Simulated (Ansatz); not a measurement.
**¹⁷O NMR of the central transition in SiO2**

Cell: a structure deposited in the COD, its atoms then relaxed with PBE in this cell.

Space group P4_12_12 (No. 92); a = 4.9717, c = 6.9223 Å.

```csv
site,Wyckoff,site symmetry,x,y,z
Si,4a,..2,0.3054,0.3054,0.0000
O,8b,1,0.2367,0.1168,0.1854
```

One atom of each set is listed.

Method: Kohn–Sham DFT in Ansatz, r2SCAN, plane waves and PAW, scalar-relativistic, 500 eV cutoff, Γ-centred 5×5×4 k-points, Fermi–Dirac smearing 0.02 eV.

¹⁷O has I = 5/2 and Q = -25.58 mb (Pyykkö 2018); at 14.1 T its Larmor frequency is ν₀ = 81.4 MHz. Only the quadrupole interaction is simulated: positions count from each site's isotropic chemical shift, and J coupling is left out, as are shift anisotropy and dipolar coupling, which fast spinning averages.

Simulated pattern of one O site (fast magic-angle spinning, Gaussian broadening 0.2 kHz):

```json
{"offset (kHz)": "-6.426", "height": "0"}
{"offset (kHz)": "-6.226", "height": "1"}
{"offset (kHz)": "-6.026", "height": "6"}
{"offset (kHz)": "-5.826", "height": "7"}
{"offset (kHz)": "-5.626", "height": "7"}
{"offset (kHz)": "-5.426", "height": "7"}
{"offset (kHz)": "-5.226", "height": "8"}
{"offset (kHz)": "-5.026", "height": "8"}
{"offset (kHz)": "-4.825", "height": "8"}
{"offset (kHz)": "-4.625", "height": "8"}
{"offset (kHz)": "-4.425", "height": "9"}
{"offset (kHz)": "-4.225", "height": "22"}
{"offset (kHz)": "-4.025", "height": "46"}
{"offset (kHz)": "-3.825", "height": "60"}
{"offset (kHz)": "-3.625", "height": "86"}
{"offset (kHz)": "-3.425", "height": "75"}
{"offset (kHz)": "-3.225", "height": "60"}
{"offset (kHz)": "-3.025", "height": "55"}
{"offset (kHz)": "-2.824", "height": "52"}
{"offset (kHz)": "-2.624", "height": "51"}
{"offset (kHz)": "-2.424", "height": "51"}
{"offset (kHz)": "-2.224", "height": "52"}
{"offset (kHz)": "-2.024", "height": "55"}
{"offset (kHz)": "-1.824", "height": "59"}
{"offset (kHz)": "-1.624", "height": "66"}
{"offset (kHz)": "-1.424", "height": "83"}
{"offset (kHz)": "-1.224", "height": "100"}
{"offset (kHz)": "-1.024", "height": "78"}
{"offset (kHz)": "-0.823", "height": "64"}
{"offset (kHz)": "-0.623", "height": "41"}
{"offset (kHz)": "-0.423", "height": "5"}
{"offset (kHz)": "-0.223", "height": "0"}
```

Task: Which |C_Q| and η does the pattern imply?

Result: The pattern spans 5.59 kHz before broadening and its centre of gravity is at -2.48 kHz, which fixes P_Q; the places of the horns and steps fix η. That gives P_Q = 5.80 MHz, |C_Q| = 5.76 MHz and η = 0.20. The sign of C_Q can't be read from the pattern.

At O V_zz runs parallel to the line that joins its two neighbours (within 1°).

The largest force is 0.3 eV/Å, so the atoms aren't at the calculated equilibrium and relaxing them would move these values.
